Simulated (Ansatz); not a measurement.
Given:

MoPd:
```xyz
4
Lattice="1.3181 -5.2984 0.0000 1.3181 5.2984 0.0000 0.0000 0.0000 4.3257" Properties=species:S:1:pos:R:3 pbc="T T T"
Mo     1.3181    -1.8520     1.0814
Pd     1.3181    -4.5670     1.0814
Mo     1.3181     1.8520     3.2443
Pd     1.3181     4.5670     3.2443
```

This is the r²SCAN-relaxed structure.

All from r²SCAN in the plane-wave PAW code Ansatz, unless another level is named. Predict the density of states at the Fermi level.

0.78 states/eV per atom (mean over ±0.08 eV).

Next, the formation energy from the elements (no fitted shifts)?

74 meV/atom.

Space group Cmcm. The start of the workflow was typed in or built on a structure type; neither database checked (COD, Materials Project) lists it. Its standing as an ambient phase is unchecked. The r²SCAN relaxation kept the symmetry of its start; its stability against distortions is not shown here. No spin polarisation was allowed. The references are the lowest solids computed at this level, not always the standard phases. Scalar-relativistic: spin–orbit coupling is off unless named, which matters more the heavier the elements.

Potentials: the earlier of the program's two PAW sets.
